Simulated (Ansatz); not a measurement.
**zincblende-structured EuSb**

Level of theory: DFT, r²SCAN, scalar-relativistic, collinear spin; plane waves to 500 eV with PAW datasets (Ansatz 0.2.0), 8×8×8 k-mesh, Gaussian smearing of 0.05 eV. The datasets are Ansatz's generated set soft_2.

```xyz
2
Lattice="0.0000 3.6286 3.6286 3.6286 0.0000 3.6286 3.6286 3.6286 0.0000" Properties=species:S:1:pos:R:3 pbc="T T T"
Eu    0.0000    0.0000    0.0000
Sb    1.8143    1.8143    1.8143
```

The start was a prototype's sites filled with these elements, not a measured cell.

The geometry is fixed. Moments are started on Eu in several ways. q is the propagation vector of an order in a doubled cell, in units of this cell's reciprocal vectors; doubled cells take an equivalent mesh or are counted from a ferromagnetic run in the same cell, unless said otherwise. Energies count from the first row, the state in which the cell was relaxed.

The starts:
- ferromagnetic
- no spin polarisation
- antiparallel, q = (0, 0, 1/2)
- antiparallel, q = (0, 1/2, 1/2)

(1) Which start ends lowest?

Answer:

(1) Lowest: antiparallel, q = (0, 1/2, 1/2).

| start | largest typed moment (μB) | ΔE (meV/atom) | gap on the mesh (eV) | P (GPa) | final spin moments (μB) |
| --- | --- | --- | --- | --- | --- |
| ferromagnetic | 7.29* | 0.0 | metal | 0.0 | Eu 6.62; Sb -0.40 |
| no spin polarisation | 0.00 | 3552.2 | 0.48 | -2.6 | none |
| antiparallel, q = (0, 0, 1/2) | 6.00* | -5.0 | metal | -0.1 | Eu 6.76, -6.76 |
| antiparallel, q = (0, 1/2, 1/2) | 6.00* | -14.0 | metal | -0.1 | Eu 6.76, -6.76 |

A star marks runs that didn't start from the typed moments alone: the program put its own moment for the open shell in their place.

The moments on the other atoms differ between rows, so the energies hold more than the order of the magnetic atoms.

Only orders that fit these small cells were tried, so the real crystal's order may be another.

Without a U the 4f levels of Eu lie too near the Fermi level, so their share of the states there, and what hangs on it, is overstated. No spin–orbit coupling, a notable omission for heavy elements. The run wasn't fully tested for a lower electronic state. Site moments are of spin, integrated over atomic spheres. For an f⁶ shell, the formal count of Eu here, Hund's rules give L = S = 3 and J = 0, a non-magnetic ion. Spin-polarised DFT, with or without U, favours a large spin moment instead, a known failure, so moments and magnetic energies here aren't predictions.
